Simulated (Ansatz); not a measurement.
**Data sheet: Cu3Ge (DFT)**

Cu$_{3}$Ge:
```xyz
4
Lattice="2.6995 0.0000 0.0000 -1.3498 2.3379 0.0000 0.0000 0.0000 8.1767" Properties=species:S:1:pos:R:3 pbc="T T T"
Cu     0.0000     0.0000     4.0883
Cu     1.3498     0.7793     6.0709
Cu     1.3498     0.7793     2.1058
Ge     0.0000     0.0000     0.0000
```

Space group P-6m2 (No. 187); conventional cell a = 2.700 Å, b = 2.700 Å, c = 8.177 Å, α = 90.00°, β = 90.00°, γ = 120.00°.

Method: DFT-r²SCAN in the program Ansatz with PAW potentials. Structure relaxed to zero pressure with the same functional. Other levels are named where they apply.

Cell and energy:

```json
{
 "volume_per_atom": "12.90 Å³",
 "density": "8.47 g/cm³",
 "Formation energy from the elements (no fitted shifts)": "0.20 eV/atom"
}
```

Electronic structure:

```json
{
 "electronic_character": "metallic (no gap)",
 "Density of states at the Fermi level": "0.31 states/eV per atom (mean over ±0.08 eV)",
 "Gap with spin–orbit coupling": "none (metallic)"
}
```

Mechanics:

```json
{
 "Bulk modulus (Birch–Murnaghan fit)": "128 GPa",
 "Pressure derivative B′": "4.8"
}
```

Phonons:

```json
{
 "highest_zone_centre_frequency": "235 cm^-1",
 "zone_centre_stability": "no imaginary mode at Γ"
}
```

Charges:

```json
{
  "bader_charges": "Cu 0.00 to +0.04, Ge -0.08 e"
}
```

The first step of the workflow began from a Materials Project structure, measured or hypothetical; the Crystallography Open Database copy checked does not list it. Its standing as an ambient phase is unchecked. The cell was relaxed with r²SCAN under the symmetry of its start. No spin polarisation was allowed. Its formation energy is positive at this level, so the cell may be metastable or incomplete. As this level gives no gap, phonon frequencies hold no LO–TO term and depend on the k-mesh and smearing (Fermi–Dirac, 0.1 eV here). The references are the lowest solids computed at this level, not always the standard phases. Spin–orbit coupling is left out wherever it is not named.

Potentials: the later of the program's two PAW sets.
